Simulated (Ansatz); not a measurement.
Relax this structure to zero stress and force, keeping its symmetry:

```cif
data_structure
_symmetry_space_group_name_H-M 'R3m:H'
_symmetry_Int_Tables_number 160
_cell_length_a 3.3607
_cell_length_b 3.3607
_cell_length_c 26.1402
_cell_angle_alpha 90.000
_cell_angle_beta 90.000
_cell_angle_gamma 120.000
_cell_volume 255.67
loop_
_atom_site_label
_atom_site_type_symbol
_atom_site_symmetry_multiplicity
_atom_site_Wyckoff_symbol
_atom_site_fract_x
_atom_site_fract_y
_atom_site_fract_z
_atom_site_occupancy
Zn1 Zn 3 a 0.00000 0.00000 0.21838 1
In1 In 3 a 0.00000 0.00000 0.00277 1
Ga1 Ga 3 a 0.66667 0.33333 0.12037 1
O1 O 3 a 0.00000 0.00000 0.29514 1
O2 O 3 a 0.66667 0.33333 0.04469 1
O3 O 3 a 0.00000 0.00000 0.12172 1
O4 O 3 a 0.66667 0.33333 0.19693 1
```

All numbers below come from Ansatz 0.2.0, DFT PBEsol, scalar-relativistic, plane waves, PAW.

Plane waves to 420 eV, a k mesh through Γ of 12×12×12 on the computed 7-atom cell and Gaussian smearing (0.02 eV); no spin polarisation.

**Question.** What does it relax to?

**Answer.** The volume drops by 0.51 Å³/atom to 11.67 Å³/atom, and the energy falls by 11.0 meV/atom. Final structure:
```
Zn In Ga O
1.0
     1.65746    0.95693    8.58295
    -1.65746    0.95693    8.58295
     0.00000   -1.91387    8.58295
Zn In Ga O
1 1 1 4
Direct
  0.21869 0.21869 0.21869
  0.00294 0.00294 0.00294
  0.78714 0.78714 0.78714
  0.29509 0.29509 0.29509
  0.71124 0.71124 0.71124
  0.12118 0.12118 0.12118
  0.86374 0.86374 0.86374
```

Course of the relaxation (steps run on the plane waves of an earlier cell, and the basis is chosen afresh near the end, so energy and pressure can step there; trial steps that raised the energy were taken back; energies are free energies):

```tsv
step	E − E_final (meV/atom)	largest force component (eV/Å)	P (GPa)	V (Å³/atom)
1	11.0	0.070	-6.65	12.17
2	0.0	0.267	-1.59	11.80
3	-1.9	0.082	0.25	11.67
4	-1.8	0.028	0.01	11.68
5	-1.8	0.030	-0.02	11.69
6	-1.9	0.004	-0.01	11.69
7	0.0	0.004	-0.25	11.69
8	-0.1	0.001	0.01	11.67
9	0.0	0.001	0.01	11.67
```